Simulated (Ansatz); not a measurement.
Relaxed-ion elastic tensor of YSiNO$_{2}$ in space group P4/mmm (No. 123; Y on 1b, Si on 1c, N on 1d, O on 2f) in GPa (Voigt order), the program Ansatz at the r²SCAN level (PAW); density 5.72 g/cm³, 9.47 Å³ per atom.

```
     1    2    3    4    5    6
-  ---  ---  ---  ---  ---  ---
1  440  172  185  0.0  0.0  0.0
2  172  440  185  0.0  0.0  0.0
3  185  185  411  0.0  0.0  0.0
4  0.0  0.0  0.0  253  0.0  0.0
5  0.0  0.0  0.0  0.0  253  0.0
6  0.0  0.0  0.0  0.0  0.0  226
```

Is the crystal mechanically stable?

Yes: the smallest eigenvalue of C is 226 GPa.

Work out the Voigt, Reuss and Hill averages.

K_V = 264, K_R = 264, K_H = 264; G_V = 196, G_R = 176, G_H = 186 GPa.

Give Young's modulus, Poisson's ratio, Pugh's ratio and the universal anisotropy index.

E = 9KG/(3K + G) = 452 GPa; ν = 0.21; K/G = 1.42 (brittle by the Pugh limit of 1.75); A_U = 5G_V/G_R + K_V/K_R − 6 = 0.58.

Estimate the sound speeds and the Debye temperature.

v_l = √((K + 4G/3)/ρ) = 9460 m/s, v_t = √(G/ρ) = 5710 m/s, mean 6310 m/s; Θ = (h/k)(3n/4πV)^(1/3) v_m = 888 K.

Solve the Christoffel equation for the three sound speeds along x, y, z.

Eigenvalues of C_ijkl n_j n_l equal ρv². In km/s, slowest first: x 6.29, 6.65, 8.78; y 6.29, 6.65, 8.78; z 6.65, 6.65, 8.48.

How much does each axis shrink under pressure?

Linear compressibilities β_i = Σ_j S_ij (j = 1 to 3): x 1.2, y 1.2, z 1.3 per TPa.

The start of the workflow was typed in or built on a structure type; neither database checked (COD, Materials Project) lists it. COD files the formula under space group No. 15, 63, so this cell is another polymorph or a model. Its standing as an ambient phase is unchecked. Symmetry was held in the r²SCAN relaxation; its stability against distortions is not shown here. No spin polarisation was allowed.

Potentials: the earlier of the program's two PAW sets.
